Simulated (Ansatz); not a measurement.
AlFe (CsCl type), relaxed with PBE (Ansatz, an electronic-structure program, plane waves, PAW): a = b = c = 2.8743 Å, α = β = γ = 90.00°.

```
Quantity                                                                        Value
---------------------------  --------------------------------------------------------
ΔH_f (eV/atom)                                                                  -0.32
B₀ by P(V) fit (GPa)                                                              176
spin order and moments (μB)  ferromagnetic; net 0.34 per atom; largest site about 0.7
```

Q: The same phase is relaxed and computed with PBEsol in the same code. What are the cell and these values now?

A: a = 2.845 Å, b = 2.845 Å, c = 2.845 Å, α = 90.00°, β = 90.00°, γ = 90.00°.

- ΔH_f (eV/atom): -0.35
- B₀ by P(V) fit (GPa): 190
- spin order and moments (μB): ferromagnetic; net 0.33 per atom; largest site about 0.7

Spin orders computed, not proven ground states: AlFe, CsCl type with PBE ferromagnetic; AlFe, CsCl type with PBEsol ferromagnetic. All cells were relaxed under the symmetry of their starts (and spin orders); stability against distortions was not tested throughout.

Potentials: the later of the program's two PAW sets.

Ansatz is a plane-wave DFT program.

Formation energies count from the lowest solids of the elements computed at the same level, not from gases.
